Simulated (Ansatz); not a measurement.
# CaHg₂Ru₂: relaxation (Ansatz)

input.yaml:

```yaml
crystal:
  lattice:
    - [4.295281, 0.0, 0.0]
    - [-2.14764, 3.719825, 0.0]
    - [0.0, 0.0, 7.234483]
  atoms:
    - { symbol: Ru, position: [0.3333, 0.6667, 0.2583] }
    - { symbol: Ru, position: [0.6667, 0.3333, 0.7417] }
    - { symbol: Ca, position: [0.0, 0.0, 0.0] }
    - { symbol: Hg, position: [0.3333, 0.6667, 0.6303] }
    - { symbol: Hg, position: [0.6667, 0.3333, 0.3697] }
  symmetry: { tolerance: 0.0003 }
kpoints:
  mp_grid: { grid: [8, 8, 5], shift: [0, 0, 0] }
magnetization:
  spin_polarized: false
scf:
  occupations: { method: fermi_dirac }
  lower_state_search: "off"
hamiltonian:
  pseudopotentials: { kind: paw }
  xc: pbe
basis:
  ecutwfc: 420
  fft_grid_basis: typed
relax:
  max_steps: 40
  cell: { p_target: 0.0 }
  f_tol: 0.03
output:
  forces: true
  stress: true
  eigenvalues: true
  bader: true
  populations: true
  elf: true
  write_potential: true
  volumetric_format: npy
  dos:
    e_range: [-12, 8]
    de: 0.05
    projected: { site_lists: { Ca: [Ca], Hg: [Hg], Ru: [Ru] } }
  write_density: true
checkpoint:
  read: saved_state
```

Run with:

```bash
ansatz run input.yaml --threads 2 --pin off --max-ram 3584MiB --backend cpu --events-out ev --progress --plain --runs-dir out
```

Origin of the cell: a known structure type with other elements, at an estimated volume, so it need not be a known compound.

The smearing width isn't typed, so it takes its default of 0.1 eV.

The saved state is a converged single point of the same cell.

Steps («new basis» is an SCF on plane waves selected anew at the same cell):

| step | ΔF (meV/atom) | max force component (eV/Å) | P (GPa) | volume (Å³) | SCF iterations | step was |
| --- | --- | --- | --- | --- | --- | --- |
| 1 | 0.0 | 1.075 | 4.32 | 115.59 | 6 | accepted |
| 2 | -77.0 | 0.115 | -3.65 | 122.22 | 7 | accepted |
| 3 | -147.3 | 0.325 | -2.83 | 116.82 | 7 | accepted |
| 4 | -225.8 | 0.668 | -1.03 | 110.92 | 7 | accepted |
| 5 | -324.7 | 0.752 | -0.38 | 107.29 | 7 | accepted |
| 6 | -403.1 | 0.549 | 1.76 | 103.77 | 7 | accepted |
| 7 | -427.7 | 0.463 | 3.65 | 102.27 | 7 | accepted |
| 8 | -466.2 | 0.261 | -0.24 | 105.18 | 6 | accepted |
| 9 | -471.9 | 0.141 | 0.95 | 104.40 | 6 | accepted |
| 10 | -472.9 | 0.047 | -0.03 | 105.21 | 6 | accepted |
| 11 | -473.1 | 0.016 | 0.02 | 105.22 | 5 | accepted |
| 12 | -473.9 | 0.015 | 0.17 | 105.22 | 8 | new basis |
| 13 | -474.0 | 0.008 | 0.02 | 105.50 | 5 | accepted |
| 14 | -474.0 | 0.008 | 0.02 | 105.50 | 6 | new basis |

Step 1, with forces in eV/Å:

```xyz
5
Lattice="4.295 0.000 0.000 -2.148 3.720 0.000 0.000 0.000 7.234" Properties=species:S:1:pos:R:3:forces:R:3 pbc="T T T" step=1
Ru    0.000    2.480    1.869    0.000    0.000   -1.075
Ru    2.148    1.240    5.366    0.000    0.000    1.075
Ca    0.000    0.000    0.000    0.000    0.000    0.000
Hg    0.000    2.480    4.560    0.000    0.000    0.389
Hg    2.148    1.240    2.675    0.000    0.000   -0.389
```

Step 2, with forces in eV/Å:

```xyz
5
Lattice="4.503 0.000 0.000 -2.251 3.900 0.000 0.000 0.000 6.960" Properties=species:S:1:pos:R:3:forces:R:3 pbc="T T T" step=2
Ru    0.000    2.600    1.617    0.000    0.000   -0.072
Ru    2.251    1.300    5.344    0.000    0.000    0.072
Ca    0.000    0.000    0.000    0.000    0.000    0.000
Hg    0.000    2.600    4.535    0.000    0.000   -0.115
Hg    2.251    1.300    2.426    0.000    0.000    0.115
```

Step 3, with forces in eV/Å:

```xyz
5
Lattice="4.519 0.000 0.000 -2.259 3.914 0.000 0.000 0.000 6.606" Properties=species:S:1:pos:R:3:forces:R:3 pbc="T T T" step=3
Ru    0.000    2.609    1.450    0.000    0.000   -0.325
Ru    2.259    1.305    5.156    0.000    0.000    0.325
Ca    0.000    0.000    0.000    0.000    0.000    0.000
Hg    0.000    2.609    4.330    0.000    0.000   -0.065
Hg    2.259    1.305    2.276    0.000    0.000    0.065
```

Step 4, with forces in eV/Å:

```xyz
5
Lattice="4.526 0.000 0.000 -2.263 3.919 0.000 0.000 0.000 6.253" Properties=species:S:1:pos:R:3:forces:R:3 pbc="T T T" step=4
Ru    0.000    2.613    1.305    0.000    0.000   -0.668
Ru    2.263    1.306    4.948    0.000    0.000    0.668
Ca    0.000    0.000    0.000    0.000    0.000    0.000
Hg    0.000    2.613    4.108    0.000    0.000    0.097
Hg    2.263    1.306    2.145    0.000    0.000   -0.097
```

Step 5, with forces in eV/Å:

```xyz
5
Lattice="4.582 0.000 0.000 -2.291 3.968 0.000 0.000 0.000 5.900" Properties=species:S:1:pos:R:3:forces:R:3 pbc="T T T" step=5
Ru    0.000    2.645    1.133    0.000    0.000   -0.752
Ru    2.291    1.323    4.767    0.000    0.000    0.752
Ca    0.000    0.000    0.000    0.000    0.000    0.000
Hg    0.000    2.645    3.917    0.000    0.000    0.054
Hg    2.291    1.323    1.983    0.000    0.000   -0.054
```

Step 6, with forces in eV/Å:

```xyz
5
Lattice="4.647 0.000 0.000 -2.324 4.025 0.000 0.000 0.000 5.548" Properties=species:S:1:pos:R:3:forces:R:3 pbc="T T T" step=6
Ru    0.000    2.683    0.963    0.000    0.000   -0.549
Ru    2.324    1.342    4.585    0.000    0.000    0.549
Ca    0.000    0.000    0.000    0.000    0.000    0.000
Hg    0.000    2.683    3.702    0.000    0.000   -0.307
Hg    2.324    1.342    1.846    0.000    0.000    0.307
```

Step 7, with forces in eV/Å:

```xyz
5
Lattice="4.724 0.000 0.000 -2.362 4.091 0.000 0.000 0.000 5.292" Properties=species:S:1:pos:R:3:forces:R:3 pbc="T T T" step=7
Ru    0.000    2.727    0.778    0.000    0.000   -0.153
Ru    2.362    1.364    4.514    0.000    0.000    0.153
Ca    0.000    0.000    0.000    0.000    0.000    0.000
Hg    0.000    2.727    3.438    0.000    0.000   -0.463
Hg    2.362    1.364    1.854    0.000    0.000    0.463
```

Step 8, with forces in eV/Å:

```xyz
5
Lattice="4.720 0.000 0.000 -2.360 4.088 0.000 0.000 0.000 5.451" Properties=species:S:1:pos:R:3:forces:R:3 pbc="T T T" step=8
Ru    0.000    2.725    0.677    0.000    0.000   -0.261
Ru    2.360    1.363    4.774    0.000    0.000    0.261
Ca    0.000    0.000    0.000    0.000    0.000    0.000
Hg    0.000    2.725    3.420    0.000    0.000    0.003
Hg    2.360    1.363    2.031    0.000    0.000   -0.003
```

Step 9, with forces in eV/Å:

```xyz
5
Lattice="4.686 0.000 0.000 -2.343 4.059 0.000 0.000 0.000 5.489" Properties=species:S:1:pos:R:3:forces:R:3 pbc="T T T" step=9
Ru    0.000    2.706    0.545    0.000    0.000    0.141
Ru    2.343    1.353    4.944    0.000    0.000   -0.141
Ca    0.000    0.000    0.000    0.000    0.000    0.000
Hg    0.000    2.706    3.347    0.000    0.000   -0.015
Hg    2.343    1.353    2.142    0.000    0.000    0.015
```

Step 10, with forces in eV/Å:

```xyz
5
Lattice="4.703 0.000 0.000 -2.351 4.073 0.000 0.000 0.000 5.493" Properties=species:S:1:pos:R:3:forces:R:3 pbc="T T T" step=10
Ru    0.000    2.715    0.588    0.000    0.000   -0.013
Ru    2.351    1.358    4.906    0.000    0.000    0.013
Ca    0.000    0.000    0.000    0.000    0.000    0.000
Hg    0.000    2.715    3.384    0.000    0.000   -0.047
Hg    2.351    1.358    2.109    0.000    0.000    0.047
```

Step 11, with forces in eV/Å:

```xyz
5
Lattice="4.703 0.000 0.000 -2.351 4.073 0.000 0.000 0.000 5.494" Properties=species:S:1:pos:R:3:forces:R:3 pbc="T T T" step=11
Ru    0.000    2.715    0.576    0.000    0.000   -0.016
Ru    2.351    1.358    4.918    0.000    0.000    0.016
Ca    0.000    0.000    0.000    0.000    0.000    0.000
Hg    0.000    2.715    3.370    0.000    0.000    0.010
Hg    2.351    1.358    2.124    0.000    0.000   -0.010
```

Step 12, with forces in eV/Å:

```xyz
5
Lattice="4.703 0.000 0.000 -2.351 4.073 0.000 0.000 0.000 5.494" Properties=species:S:1:pos:R:3:forces:R:3 pbc="T T T" step=12
Ru    0.000    2.715    0.576    0.000    0.000   -0.015
Ru    2.351    1.358    4.918    0.000    0.000    0.015
Ca    0.000    0.000    0.000    0.000    0.000    0.000
Hg    0.000    2.715    3.370    0.000    0.000    0.009
Hg    2.351    1.358    2.124    0.000    0.000   -0.009
```

Step 14, with forces in eV/Å:

```xyz
5
Lattice="4.710 0.000 0.000 -2.355 4.079 0.000 0.000 0.000 5.492" Properties=species:S:1:pos:R:3:forces:R:3 pbc="T T T" step=14
Ru    0.000    2.719    0.571    0.000    0.000    0.008
Ru    2.355    1.360    4.921    0.000    0.000   -0.008
Ca    0.000    0.000    0.000    0.000    0.000    0.000
Hg    0.000    2.719    3.367    0.000    0.000   -0.007
Hg    2.355    1.360    2.125    0.000    0.000    0.007
```

- Free energy lowered by: 474.0 meV/atom
- Volume change: -8.73 %
- Final pressure: 0.02 GPa
- Relaxation steps listed: 14
- Gap on the mesh: none (metal)

Caveats: no moments, though an odd count or open d shells may carry them; no spin-orbit coupling, though heavy elements are present; the relaxation held the start's symmetry, so the end may be a saddle point.

The run took 2 min on 2 threads of Arm Neoverse V1, with other jobs on the host, peak memory 0.53 GiB, from a saved density.
